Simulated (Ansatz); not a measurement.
Level: a composed functional ({exchange: {pbe: {weight: 1.0, kappa: 1.134, mu: 0.2616}}, correlation: pbe}), no spin polarisation; 420 eV; 6×6×6 Γ-centred mesh; gaussian occupations (width 0.2239 eV); Ansatz 0.2.0, fixed geometry.

Computed maps in the lattice plane spanned by b (left to right, 5.63 Å, 17 points from zero) and c (bottom to top, 5.63 Å, 17 points from zero), 90° apart, at height 0.500 along a. The fields are smooth PAW ones with compensation charges, not the true ones near nuclei.

Valence density. Digits on a logarithmic scale: 0 up to 0.03 e/Å³, each further digit a factor of 1.6, 9 from 1.3 e/Å³ up:
```
00013588778853100
00002468888642000
11001356776531001
33211235555321123
65432234554322345
88653346776433568
88865468998645688
57875579999755787
57875579999755787
88865468998645688
88653346776433568
65432234554322345
33211235555321123
11001356776531001
00002468888642000
00013588778853100
00013688558863100
```

The cell is MnGeBr3. Which atoms lie within 0.2 Å of this plane, and where (fractions of b and c)?

Ge at (0.50, 0.50), Br at (0.00, 0.50), Br at (0.50, 0.00). The whole cell:
```
Ge Br Mn
1.0
     5.63392    0.00000    0.00000
     0.00000    5.63392    0.00000
     0.00000    0.00000    5.63392
Ge Br Mn
1 3 1
Direct
  0.50000 0.50000 0.50000
  0.00000 0.50000 0.50000
  0.50000 0.00000 0.50000
  0.50000 0.50000 0.00000
  0.00000 0.00000 0.00000
```

Origin: a known structure type with other elements, at an estimated volume, so it need not be a known compound. Caveats: no spin polarisation, so a magnetic state may lie lower; wide smearing.
